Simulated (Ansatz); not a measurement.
**TiC at 15 GPa (stress–strain coefficients): relaxed-ion elastic tensor**

Method: Ansatz, DFT LDA, scalar-relativistic, plane waves, PAW. Cutoff 420 eV, 18×18×18 k-points (Γ-centred), Fermi-Dirac smearing of 0.15 eV. No spin polarisation.

The cell, relaxed at 15 GPa:
```yaml
crystal:
  lattice:
    - [0.00000, 2.09654, 2.09654]
    - [2.09654, 0.00000, 2.09654]
    - [2.09654, 2.09654, 0.00000]
  atoms:
    - { symbol: Ti, position: [0.00000, 0.00000, 0.00000] }
    - { symbol: C, position: [0.50000, 0.50000, 0.50000] }
```

In a metal, frequencies and elastic constants depend on the k mesh and the smearing, soft modes and shear constants most.

Task: Give the relaxed-ion elastic constants (GPa, Voigt order xx yy zz yz xz xy, on the axes of the cell above).

Result:
```
715.8 152.3 152.3   0.0   0.0   0.0
152.3 715.8 152.3   0.0   0.0   0.0
152.3 152.3 715.8   0.0   0.0   0.0
  0.0   0.0   0.0 188.4   0.0   0.0
  0.0   0.0   0.0   0.0 188.4   0.0
  0.0   0.0   0.0   0.0   0.0 188.4
```

Task: Is the crystal stable against homogeneous strain?

Result: Yes: the least eigenvalue of the tensor is 188.4 GPa.

Task: And the moduli of a polycrystal (Hill averages)?

Result: B = 340 GPa, G = 221 GPa, E = 546 GPa, ν = 0.23.

Cost: 1 run of about 0.45 core-minutes, on AMD EPYC 9R45 (Zen 5) (shared hosts).